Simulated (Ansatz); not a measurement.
An Ansatz input:

```yaml
crystal:
  lattice:
    - [2.451472134, 0.0, 0.0]
    - [-1.225736067, 2.1230371448, 0.0]
    - [0.0, 0.0, 3.9652431918]
  atoms:
    - { symbol: Mn, position: [0.3333333333, 0.6666666667, 0.25], spin: 3.0 }
    - { symbol: Mn, position: [0.6666666667, 0.3333333333, 0.75], spin: -3.0 }
hamiltonian:
  xc: pbesol
  pseudopotentials:
    kind: paw
    azcp:
      Mn: "pseudopotentials/Mn.paw.azcp"
basis:
  ecutwfc: 420
  fft_grid_basis: typed
kpoints:
  mp_grid: { grid: [17, 17, 9], shift: [0, 0, 0] }
magnetization:
  spin_polarized: true
scf:
  occupations: { method: fermi_dirac, width: 0.05 }
  lower_state_search: "off"
output:
  stress: true
```

Terminal output

```
Warning: the record states the generating functional pbe (its physics header spells it `PBE`), which answers neither for hamiltonian.xc's functional nor for the pbesol family's — results may be inconsistent (PPs are generated against a specific XC)
Engine: ansatz 0.2.0, x86_64-unknown-linux-gnu
Pseudopotentials: kind: paw
Pseudopotential: Mn, paw, valence charge 15, recommended cutoff 420 eV (normal) 
Functional definition: PBEsol
  exchange = pbesol_x
  correlation = pbesol_c
Crystal: 2 atoms, lattice volume = 20.637 Å³
Basis set: ecut = 420 eV, 391 PW (Γ)
Bands: 22, of which v1, the nominal top of the filled ones, is band 15 counted from 1 (14 counted from 0)
Symmetry: 12 space group operations
Space group: P-6m2 (ITA 187), of the structure as read, at distance tolerance 2.7e-5 Å
Magnetic group: BNS 194.267 (UNI 1497), of the structure as read, at distance tolerance 2.7e-5 Å
k-points: 165 of 2601 (time reversal used)
Non-local potential: Mn, projectors of the file, l = 0: 3, l = 1: 2, l = 2: 3, l = 3: 1
PAW form: soft (Blöchl's): semilocal exchange-correlation on the pseudo side does not see the compensation charge
PAW frozen core: Mn, regenerated for the run's functional, and the local potential with it (the file was generated under x = pbe(κ = 0.804, μ = 0.2195149727645171), c = pbe(β = 0.06672455060314922))
PAW one-centre angular grid: Mn, 590 points (default); XC on 64 Gauss nodes
Initial density: superposition of atomic densities (chi_scale 0.1, normalization cell)
Starting moments: Σ|m| = 6 μB on 2 of 2 sites
Starting magnetic order: antiferromagnet; an inversion exchanges its spin sublattices: spin-degenerate at every k-point
Initial wavefunctions: pseudopotential atomic-orbital guess
Functional: x = pbesol(κ = 0.804, μ = 0.12345679012345678), c = pbesol(β = 0.046)
SCF iter   1: F=—  HF=-7737.249075 eV  |F-HF|=—  |Δ(HF+E_count)|=         —  Δρ=1.30e-1 (↑1.30e-1 ↓1.30e-1)  dr2=2.01e0  dr2_m=2.54e0  M=0.000 μB ∫|m|=3.680 μB  β_m=0.30  ethr=3.10e-3  ⟨swp⟩=3.7  Hψ=26323  notcnv=0  defer=4
SCF iter   2: F=—  HF=-7736.834604 eV  |F-HF|=—  |Δ(HF+E_count)|=   4.14e-1  Δρ=1.03e-1 (↑1.03e-1 ↓1.03e-1)  dr2=3.67e-1  dr2_m=1.89e0  M=0.000 μB ∫|m|=3.894 μB  β_m=0.30  ethr=3.10e-3  ⟨swp⟩=3.3  Hψ=13652  notcnv=0  defer=482
Mixer restart at iter 2: flushing history
spin-set hold released at iteration 2 (the charge has settled, or the pull on large starting moments outlasts its swing): the magnetisation degrees of freedom join the quasi-Newton model from the next iteration; the mixer history was flushed
SCF iter   3: F=—  HF=-7736.931502 eV  |F-HF|=—  |Δ(HF+E_count)|=   9.69e-2  Δρ=7.88e-2 (↑7.88e-2 ↓7.88e-2)  dr2=1.80e-2  dr2_m=1.17e0  M=0.000 μB ∫|m|=3.719 μB  β_m=0.65  ethr=1.22e-3  ⟨swp⟩=2.5  Hψ=10923  notcnv=0  defer=482
SCF iter   4: F=—  HF=-7737.649566 eV  |F-HF|=—  |Δ(HF+E_count)|=   7.18e-1  Δρ=7.96e-2 (↑7.92e-2 ↓7.96e-2)  dr2=1.26e0  dr2_m=7.37e-1  M=-0.000 μB ∫|m|=2.639 μB  β_m=0.65  ethr=6.00e-5  ⟨swp⟩=3.6  Hψ=19707  notcnv=0  defer=438
...
iter 18 did not close the SCF: its close was put off for a magnetic moment that had not settled (scf_convergence_deferred on its scf_iter line)
SCF iter  18: F=-7737.551717 eV  HF=-7737.551717 eV  |F-HF|=7.32e-10  |Δ(HF+E_count)|=   1.31e-9  Δρ=2.85e-6 (↑2.08e-6 ↓2.85e-6)  dr2=9.39e-10  dr2_m=5.00e-10  M=0.000 μB ∫|m|=0.000 μB  β_m=0.93  ethr=1.38e-11  ⟨swp⟩=1.9  Hψ=20388  notcnv=0
iter 19 did not close the SCF: its close was put off for a magnetic moment that had not settled (scf_convergence_deferred on its scf_iter line)
SCF iter  19: F=-7737.551717 eV  HF=-7737.551717 eV  |F-HF|=2.60e-10  |Δ(HF+E_count)|=  1.11e-10  Δρ=1.35e-6 (↑2.72e-7 ↓1.35e-6)  dr2=2.94e-10  dr2_m=8.56e-11  M=0.000 μB ∫|m|=0.000 μB  β_m=0.97  ethr=3.13e-12  ⟨swp⟩=2.0  Hψ=20360  notcnv=0
SCF iter  20: F=-7737.551717 eV  HF=-7737.551717 eV  |F-HF|=4.91e-11  |Δ(HF+E_count)|=  4.91e-11  Δρ=4.50e-7 (↑4.07e-7 ↓4.50e-7)  dr2=5.31e-11  dr2_m=1.31e-11  M=0.000 μB ∫|m|=0.000 μB  ethr=1.00e-12  ⟨swp⟩=1.0  Hψ=18976  notcnv=0
WARN: the starting moments were not kept: the SCF closed with an absolute magnetisation of 8.0e-5 μB, where they sum to 6 μB in size (2 sites). That is at most 0.1 of that sum. Measured as dr2_m measures the in/out step, that magnetisation stands 4.4e-9 eV from none, at or under the dr2_threshold of 1.0e-7 eV: it is no larger than a step whose dr2_m would equal this threshold. The system may hold no moment; this SCF shows only that its start led to no more than that. To try another start: raise the starting moments (crystal.atoms[].spin, magnetization.per_species, magnetization.initial_magnetization, or on a non-collinear deck that types none of these the spinor_matrix: blocks that start its atoms; where the total moment is fixed, keep their sum and leave initial_magnetization as it is; typed ones take the place of any that the run laid by itself, positive ones on a crystal's lanthanoids without a Hubbard term where scf.initial_density.shell_occupations: [] is typed) or, if the notice of its spin-set hold's release reads "site moments contracting" or "site moments show no strong build", lengthen the hold (scf.mixing.spin_hold: { on: { confirm: 4 } }; for m-r²SCAN on two components see the key's manual first). Each may lead to a state that holds a moment. A second SCF, from the converged charge density, with the starting moments and any scf.initial_density.shell_occupations laid on it anew, would have followed, and was not run: the deck does not ask for one (magnetization.retry_lost_moments is false, the default). To let it run, set magnetization.retry_lost_moments: true and run the deck again, where that key's refused combinations let it; where memory then withholds it, that run's warning says so.
SCF 1 converged in 20 iterations: F = -7737.551717 eV  dr2 = 5.31e-11
SCF converged after 20 iterations
Magnetization: 0.0000 μB (15.0000 up, 15.0000 down)
Absolute magnetization: 0.0001 μB (∫|ρ↑−ρ↓|, with the PAW one-centre terms)
Spin contamination: 0.0000 ħ² per cell (⟨S²⟩ above its minimum at these occupations)
Per-site moments (μB) at R_I (Å): [(-3.6829979819517964e-5, 1.0048441523272775), (3.952175887100651e-5, 1.0048441523272775)]
Free energy (F): -7737.551717 eV
Harris-Foulkes:  -7737.551717 eV  (|F-HF|=4.91e-11)
Internal energy: -7737.531023 eV  (E = F + TS)
E sigma→0 (E₀):  -7737.541370 eV
Entropy (-TS):   -0.020694 eV (-10.347 meV/atom)
Fermi energy:    21.011323 eV
--- Per-component energies (eV) ---
  E_band       = -288.677568
  E_kinetic    = 620.186182
  E_local      = -3038.192524  (includes V_loc(G=0)·N_el)
  E_nonlocal   = 474.770238
  E_hartree    = 1267.478987
  E_xc         = -231.544857
  E_vxc        = -297.928734  (∫ρ·V_xc dr)
  E_paw        = -2532.487658  (= ΣΔE_a)
  E_vpaw       = -582.470989  (= ΣTr[D̂ρ^β])
  E_aug_tail   = -0.000018  (compensation charges beyond the density's cutoff)
  E_ewald      = -4298.080672
  E_core_change = 0.339301  (= ΣΔE_core)
  E_smearing   = -0.020694  (= −TS)
  E_closure    = 0.000000  (closes the sum)
  Σ components = -7737.551717   (vs F -7737.551717, Δ=0.00e0)
--- Stress (GPa, compression-positive) ---
        0.090438      -0.000000      -0.000000
       -0.000000       0.090438       0.000000
       -0.000000       0.000000      -0.080601
  P = ⅓ Tr σ = 0.0334 GPa (0.334 kbar)
```
